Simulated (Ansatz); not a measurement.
**Zn: field gradients at two levels of theory**

Cell: a structure deposited in the COD, whose atoms a relaxation with PBE at fixed cell left in place.

```cif
data_structure
_symmetry_space_group_name_H-M 'P 1'
_symmetry_Int_Tables_number 1
_cell_length_a 2.6648
_cell_length_b 2.6648
_cell_length_c 4.9467
_cell_angle_alpha 90.000
_cell_angle_beta 90.000
_cell_angle_gamma 120.000
_cell_volume 30.42
loop_
_atom_site_label
_atom_site_type_symbol
_atom_site_fract_x
_atom_site_fract_y
_atom_site_fract_z
_atom_site_occupancy
Zn1 Zn 0.33333 0.66667 0.25000 1
Zn2 Zn 0.66667 0.33333 0.75000 1
```

Atoms are numbered from 1 in the order listed; like atoms form one site, named after its first atom.

First run. Computed with Ansatz: DFT, PBE, plane waves and PAW, scalar-relativistic, 420 eV cutoff, Γ-centred 14×14×7 k-points, Fermi–Dirac smearing 0.05 eV.

```tsv
site	atom	V_zz (10²¹ V/m²)	η
Zn	1	3.79	0.00
```

Second run. The same atoms and settings, except that the functional is r2SCAN and the cutoff is 500 eV.

(1) What does the second run give?

Results:

(1) 

| site | atom | V_zz | η | change of V_zz |
| --- | --- | --- | --- | --- |
| Zn | 1 | 4.26 | 0.00 | +0.47 |

The largest change of V_zz is on Zn, from 3.79 to 4.26.

With no gap above 0.1 eV, as in a metal, the gradients converge slowly in k; expect changes of a tenth or more on a denser mesh.
For the second run: At this cell the principal stresses reach 5 GPa in size with r2SCAN, which can matter for small gradients. With these PAW files V_zz is typically within 2 to 3 % of all-electron values, but misses above 10 % occur on Zn.
